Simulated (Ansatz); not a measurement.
This Li₂CuOsC₆N₆ structure is the end of a relaxation. The cell was found from a structure generator's guess, not taken from experiment.

Computed with Ansatz 0.2.0, DFT PBE, scalar-relativistic, plane waves, PAW. Cutoff 420 eV, Γ-centred mesh, Gaussian smearing, collinear spin.

```
Li Cu Os C N
1.0
     0.00000    5.28313    5.28313
     5.28313    0.00000    5.28313
     5.28313    5.28313    0.00000
Li Cu Os C N
2 1 1 6 6
Direct
  0.25000 0.25000 0.25000
  0.75000 0.75000 0.75000
  0.50000 0.50000 0.50000
  0.00000 0.00000 0.00000
  0.80907 0.19093 0.19093
  0.19093 0.80907 0.19093
  0.19093 0.19093 0.80907
  0.19093 0.80907 0.80907
  0.80907 0.19093 0.80907
  0.80907 0.80907 0.19093
  0.69776 0.30224 0.30224
  0.30224 0.69776 0.30224
  0.30224 0.30224 0.69776
  0.30224 0.69776 0.69776
  0.69776 0.30224 0.69776
  0.69776 0.69776 0.30224
```

The zero of energy is the elements' standard structures at the same level (N₂ as a molecule); no fitted shifts are applied.

Task: What space group does it have?

Result: Fm-3m (No. 225). Conventional cell: a = 10.566 Å. Li has 12 N at 3.78 Å and 12 C at 3.79 Å (long against covalent radii, as for large ions); around Cu lie 6 N at 2.09 Å; Os is surrounded by 6 C at 2.02 Å; C has 1 N at 1.18 Å, 1 Os at 2.02 Å, 4 C at 2.85 Å, 1 Cu at 3.27 Å, 4 N at 3.78 Å, 4 Li at 3.79 Å and 4 N at 3.88 Å; around N lie 1 C at 1.18 Å, 1 Cu at 2.09 Å, 4 N at 2.96 Å, 1 Os at 3.19 Å, 4 Li at 3.78 Å, 4 C at 3.78 Å and 4 C at 3.88 Å.

Task: How far does it lie from the elements in energy?

Result: +0.27 eV/atom. The separate elements lie lower, so it is unstable against them.

Task: Is it a metal?

Result: Yes, bands cross the Fermi level on the 6×6×6 mesh.

Task: Which magnetic moments does it keep?

Result: 0.06 μB per atom net, the space between the atoms included; by site: Cu 0.7 μB.

Task: From what recipe could a structure generator have reached it?

Result: One such recipe: cyanide-bridged rock-salt net of two metals, 2 guest cations a cell (Fm-3m, No. 225). Other recipes can lead to the same cell.

The last run used collinear spin, a 6×6×6 mesh for its 16-atom cell and Gaussian smearing of 0.10 eV. Spin–orbit coupling, which can matter for Os, is left out. The reference form of C is held partly by dispersion forces, which this level lacks. Another magnetic order may lie lower. A structure relaxed within its symmetry needn't be a true minimum.
